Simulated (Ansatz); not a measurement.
## Electric field gradients in WSe2

Level of theory: DFT LDA, scalar-relativistic, plane waves, PAW (Ansatz). Cutoff 420 eV, 12×12×2 k-points (Γ-centred), fixed occupations. No spin polarisation.

Relaxed structure:
```
W Se
1.0
     3.24864    0.00000    0.00000
    -1.62432    2.81340    0.00000
     0.00000    0.00000   23.62703
W Se
2 4
Direct
  0.66667 0.33333 0.13548
  0.33333 0.66667 0.86452
  0.33333 0.66667 0.20590
  0.66667 0.33333 0.93511
  0.33333 0.66667 0.06489
  0.66667 0.33333 0.79410
```

The crystal is built of layers and no dispersion correction was added, so the binding between them is poorly described, and with it their spacing and whatever depends on it. Spin–orbit coupling is left out, which matters for gradients at heavy nuclei.

Task: Give V_zz (10²¹ V/m²) and the asymmetry η at each distinct site.

Result:
| atom | V_zz | η |
| --- | --- | --- |
| W (atom 1) | -16.81 | 0.00 |
| Se (atom 3) | -8.76 | 0.00 |
| Se (atom 4) | -7.42 | 0.00 |

This form isn't the usual stable structure of the compound.

Cost: 1 run of about 0.14 core-minutes, on Intel Xeon 6975P-C (Granite Rapids) (shared hosts).